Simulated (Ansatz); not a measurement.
Consider the following.

ZrTa:
Space group Pmma (No. 51); a = 4.6934 Å, b = 3.5581 Å, c = 4.9601 Å, α = β = γ = 90.00°

```csv
atom,site,symmetry,x,y,z
Ta,2e,mm2,0.7500,0.0000,0.1912
Zr,2f,mm2,0.2500,0.5000,0.2774
```

This is the PBE-relaxed structure.

Task: All from the program Ansatz at the PBE level (PAW), unless another level is named. Predict the density of states at the Fermi level.

Result: 1.2 states/eV per atom (mean over ±0.08 eV).

Task: Predict the formation energy from the elements (no fitted shifts).

Result: 0.15 eV/atom.

The start of the workflow was typed in or built on a structure type; neither database checked (COD, Materials Project) lists it. Its standing as an ambient phase is unchecked. Symmetry was held in the PBE relaxation; whether a distortion lowers the energy is not shown. No spin polarisation was allowed. Axis ratios of metals converge slowly with the k-mesh, so a and c are less sure than the volume. The references are the lowest solids computed at this level, not always the standard phases. Scalar-relativistic: spin–orbit coupling is off unless named, which matters more the heavier the elements.

Potentials: the earlier of the program's two PAW sets.
